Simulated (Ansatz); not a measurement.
Single point in Ansatz 0.2.0 with PBE, no spin polarisation. Cutoff 420 eV, PAW datasets, 10×10×10 Γ-centred k mesh, fermi-dirac filling (width 0.1 eV).

Computed maps in the lattice plane spanned by a (left to right, 3.65 Å, 11 points from zero) and b (bottom to top, 3.65 Å, 11 points from zero), 90° apart, at height 0.000 along c. The fields are smooth PAW ones with compensation charges, not the true ones near nuclei.

Valence density. Digits on a logarithmic scale: 0 up to 0.03 e/Å³, each further digit a factor of 1.6, 9 from 1.3 e/Å³ up:
```
55579999755
55568998655
87655665567
99855555589
99965445699
99965445699
99855555589
87655665567
55568998655
55579999755
55589999855
```

ELF. Ten even steps from '0' (0.05) to '9' (0.71):
```
76228558226
12114774112
32110110112
88402332048
05713773175
05713773175
88402332048
32110110112
12114774112
76228558226
97138008317
```

Q: The cell is ZrTiAl. Which atoms lie within 0.2 Å of this plane, and where (fractions of a and b)?

A: Ti at (0.50, 0.00), Ti at (0.00, 0.50). The whole cell:
```yaml
crystal:
  lattice:
    - [0.00000, 3.64572, 0.00000]
    - [3.64572, 0.00000, 0.00000]
    - [1.82286, 1.82286, -7.11399]
  atoms:
    - { symbol: Zr, position: [0.32097, 0.32097, 0.35806] }
    - { symbol: Zr, position: [0.67903, 0.67903, 0.64194] }
    - { symbol: Ti, position: [0.50000, 0.00000, 0.00000] }
    - { symbol: Ti, position: [0.00000, 0.50000, 0.00000] }
    - { symbol: Al, position: [0.13029, 0.13029, 0.73942] }
    - { symbol: Al, position: [0.86971, 0.86971, 0.26058] }
```

Origin: a known structure type with other elements, at an estimated volume, so it need not be a known compound. Caveats: many states at the Fermi level without spin polarisation, so a magnetic state may lie lower; atoms or cell far from equilibrium.
